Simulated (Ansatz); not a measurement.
Structure: Cs2PbI2Cl2 (I4/mmm) from a database of computed structures, at its r2SCAN minimum. Space group I4/mmm (No. 139), tetragonal; a = 5.696 Å, c = 19.215 Å in the conventional setting, 44.52 Å³ an atom. Around Cs lie 4 Cl at 3.79 Å and 5 I at 3.89–4.09 Å; around Pb lie 4 Cl at 2.85 Å and 2 I at 3.22 Å; around I lie 1 Pb at 3.22 Å and 5 Cs at 3.89–4.09 Å; around Cl lie 2 Pb at 2.85 Å and 4 Cs at 3.79 Å.

```xyz
7
Lattice="-2.8478 2.8478 9.6075 2.8478 -2.8478 9.6075 2.8478 2.8478 -9.6075" Properties=species:S:1:pos:R:3 pbc="T T T"
Cs    0.0000    0.0000    7.1110
Cs    0.0000    0.0000   12.1041
Pb    0.0000    0.0000    0.0000
I     0.0000    0.0000    3.2185
I     0.0000    0.0000   15.9966
Cl    0.0000    2.8478    0.0000
Cl    2.8478    0.0000    0.0000
```

3 runs of the plane-wave code Ansatz on this cell differ in the functional (and in the settings that go with it). Levels are in eV from each run's valence top; v1 is the last filled band, c1 the first empty one.

Run A, mean stress +0.3 GPa (compression positive):

| point | v4 | v3 | v2 | v1 | c1 | c2 |
| --- | --- | --- | --- | --- | --- | --- |
| Γ | -1.04 | -0.90 | -0.80 | -0.80 | 4.74 | 5.03 |
| X | -1.18 | -0.97 | -0.83 | 0.00 | 3.17 | 3.29 |
| P | -1.25 | -0.89 | -0.89 | 0.00 | 3.23 | 3.23 |
| N | -1.15 | -1.08 | -1.03 | -0.43 | 3.76 | 4.52 |
| M | -1.01 | -0.84 | -0.84 | -0.57 | 4.56 | 5.24 |
| S | -1.08 | -1.07 | -1.04 | -0.45 | 3.83 | 4.51 |

Run B, mean stress +0.6 GPa (compression positive):

| point | v4 | v3 | v2 | v1 | c1 | c2 |
| --- | --- | --- | --- | --- | --- | --- |
| Γ | -0.81 | -0.77 | -0.57 | -0.57 | 3.97 | 4.25 |
| X | -0.94 | -0.75 | -0.60 | 0.00 | 2.45 | 2.56 |
| P | -1.01 | -0.66 | -0.66 | 0.00 | 2.51 | 2.51 |
| N | -0.91 | -0.85 | -0.80 | -0.35 | 3.01 | 3.76 |
| M | -0.77 | -0.61 | -0.61 | -0.46 | 3.80 | 4.50 |
| S | -0.84 | -0.84 | -0.81 | -0.37 | 3.08 | 3.75 |

Run C, mean stress 0.0 GPa (compression positive):

| point | v4 | v3 | v2 | v1 | c1 | c2 |
| --- | --- | --- | --- | --- | --- | --- |
| Γ | -0.89 | -0.82 | -0.66 | -0.66 | 4.49 | 4.63 |
| X | -1.03 | -0.83 | -0.69 | 0.00 | 2.83 | 2.94 |
| P | -1.09 | -0.75 | -0.75 | 0.00 | 2.88 | 2.88 |
| N | -0.99 | -0.93 | -0.88 | -0.38 | 3.40 | 4.14 |
| M | -0.86 | -0.69 | -0.69 | -0.50 | 4.23 | 4.84 |
| S | -0.92 | -0.92 | -0.89 | -0.40 | 3.47 | 4.13 |

Task: Match the runs to PBE, r2SCAN, HSE06.

Result: A is HSE06, B is PBE, C is r2SCAN. In order of the gap: PBE 2.45, r2SCAN 2.83, HSE06 3.17 eV.

The values are computed, spin-unpolarised, and not measurements.

Spin-orbit coupling is left out; in compounds of Pb, Bi, Tl or Hg it can lower a gap by up to about 1 eV, split its edges or invert the bands.

The stress of a hybrid is loosely converged in these runs.
